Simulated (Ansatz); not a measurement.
MoSe in space group P6_3/mcm (No. 193; Mo on 6g, Se on 6g) at seven volumes, plane-wave PAW r²SCAN+D4 (Ansatz code), shape and atoms relaxed at each. One row is withheld.

```tsv
V (Å³/atom)	P (GPa)
23.582	2.17
24.360	1.23
25.137	?
25.915	0.00
26.692	-0.33
27.470	-0.55
28.247	-0.66
```

Fit the shown pressures and predict the withheld one.

Third-order Birch–Murnaghan: P = (3/2)B₀(x^(7/2) − x^(5/2))[1 + (3/4)(B′ − 4)(x − 1)] with x = (V₀/V)^(2/3). Least squares on the six rows gives V₀ = 25.934 Å³/atom, B₀ = 13.68 GPa, B′ = 11.84. At V = 25.137, x = 1.0210 and P = 0.51 GPa. The run itself gave 0.51 GPa.

The start of the workflow was typed in or built on a structure type; neither database checked (COD, Materials Project) lists it. Whether it is the stable phase at ambient conditions was not checked. The cell was relaxed with r²SCAN+D4 under the symmetry of its start; its stability against distortions is not shown here. The workflow began spin-polarised and lost its moments.

Potentials: the later of the program's two PAW sets.
